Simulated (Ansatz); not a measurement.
Consider the following.

HgS:
```cif
data_Hg4S4
_chemical_formula_sum 'Hg4 S4'
_space_group_name_H-M_alt 'F-43m'
_space_group_IT_number 216
_space_group_name_Hall 'F -4 2 3'
_cell_length_a 5.81190
_cell_length_b 5.81190
_cell_length_c 5.81190
_cell_angle_alpha 90.000
_cell_angle_beta 90.000
_cell_angle_gamma 90.000
loop_
_atom_site_label
_atom_site_type_symbol
_atom_site_symmetry_multiplicity
_atom_site_Wyckoff_symbol
_atom_site_fract_x
_atom_site_fract_y
_atom_site_fract_z
_atom_site_occupancy
Hg1 Hg 4 a 0.00000 0.00000 0.00000 1
S1 S 4 c 0.25000 0.25000 0.25000 1
```
(The calculation used a cell of 2 atoms; values per cell refer to that cell.)

This is the LDA-relaxed structure.

Q: All from the program Ansatz at the LDA level (PAW), unless another level is named. Predict the Young's modulus.

A: 45.0 GPa.

Q: Give the elastic constants (relaxed ions, GPa).

A: C11 = 78.6, C12 = 61.8, C44 = 25.0.

Q: Give the highest zone-centre frequency.

A: 182 cm⁻¹.

Symmetry was held in the LDA relaxation. As this level gives no gap, shear constants depend on the k-mesh and smearing (Fermi–Dirac, 0.1 eV here). As this level gives no gap, phonon frequencies hold no LO–TO term and depend on the k-mesh and smearing (Fermi–Dirac, 0.1 eV here). Scalar-relativistic: spin–orbit coupling is off unless named, which matters more the heavier the elements.

Potentials: the later of the program's two PAW sets.
